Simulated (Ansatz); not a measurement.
Input:

Nb2SiN:
```xyz
8
Lattice="3.2446 0.0000 0.0000 -1.6223 2.8099 0.0000 0.0000 0.0000 12.0345" Properties=species:S:1:pos:R:3 pbc="T T T"
Si     0.0000     1.8733     9.0259
Si     1.6223     0.9366     3.0086
Nb     0.0000     1.8733     1.1381
Nb     1.6223     0.9366     7.1553
Nb     1.6223     0.9366    10.8964
Nb     0.0000     1.8733     4.8792
N      0.0000     0.0000     0.0000
N      0.0000     0.0000     6.0172
```

This is the r²SCAN-relaxed structure.

### Question
All from DFT-r²SCAN in the program Ansatz with PAW potentials, unless another level is named. Give the electronic character.

### Answer
metallic (no gap).

### Question
Give the formation energy from the elements (no fitted shifts).

### Answer
-0.76 eV/atom.

### Question
And the density of states at the Fermi level?

### Answer
0.43 states/eV per atom (mean over ±0.08 eV).

### Question
And the gap with spin–orbit coupling?

### Answer
none (metallic).

Space group P6_3/mmc. The start of the workflow was typed in or built on a structure type; neither database checked (COD, Materials Project) lists it. Whether it is the stable phase at ambient conditions was not checked. The r²SCAN relaxation kept the symmetry of its start; its stability against distortions is not shown here. The workflow began spin-polarised and lost its moments. The references are the lowest solids computed at this level, not always the standard phases (solids in place of the gases). Scalar-relativistic: spin–orbit coupling is off unless named, which matters more the heavier the elements.

Potentials: the earlier of the program's two PAW sets.
